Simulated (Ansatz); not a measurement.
**Zone-centre phonons of Ta$_{2}$C: input and output**

Theory: DFT LDA, scalar-relativistic, plane waves, PAW in Ansatz 0.2.0.

Launched with:
```bash
ansatz run input.yaml --threads 1 --pin off --max-ram 3072MiB --backend cpu --events-out ev --progress --plain --runs-dir out
```

Input (bare energies are in eV):
```yaml
crystal:
  lattice:
    - [3.0771279761, 0.0, 0.0]
    - [-1.5385639881, 2.664870998, 0.0]
    - [0.0, 0.0, 4.8881532993]
  atoms:
    - { symbol: Ta, position: [0.3333333333, 0.6666666667, 0.2530795648] }
    - { symbol: Ta, position: [0.6666666667, 0.3333333333, 0.7469204352] }
    - { symbol: C, position: [0.0, 0.0, 0.0] }
basis:
  ecutwfc: 420
kpoints:
  mp_grid: { grid: [18, 18, 10] }
hamiltonian:
  xc: lda
scf:
  occupations: { method: fermi_dirac, width: 0.15 }
output:
  eigenvalues: true
phonons:
  method: dfpt
  eigenvectors: true
```

Results section of the output:
```
--- Phonons (Γ-DFPT): 4 representative perturbations + reference, on 866 of 3240 k-points (Σ response iterations 12) ---
  k mesh reduced under 2 symmetry operations, with k and −k counted as one. Each operation leaves every solved perturbation unchanged. A smaller set is not used because it would not reduce the number of displacements ...
  ASR residual: 5.934e-4 → 0.000e0 eV/Å²; symmetrization residual: 3.851e-6 eV/Å²
  ASR residual per site (eV/Å²): 5.93e-4 5.93e-4 8.82e-5
  Γ frequencies (cm⁻¹): 0.00 0.00 0.00 130.26 130.26 219.97 655.27 673.95 673.95
  non-analytic LO–TO correction: not included (Born effective charges unavailable; polar crystals: no LO–TO splitting at Γ)
```

Time: 2.3 min on 1 thread of Intel(R) Xeon(R) 6975P-C (Granite Rapids) (shared host), peak memory 2 GiB.

In a metal, frequencies and elastic constants depend on the k mesh and the smearing, soft modes and shear constants most. Spin–orbit coupling is left out, which can shift energies with elements as heavy as these.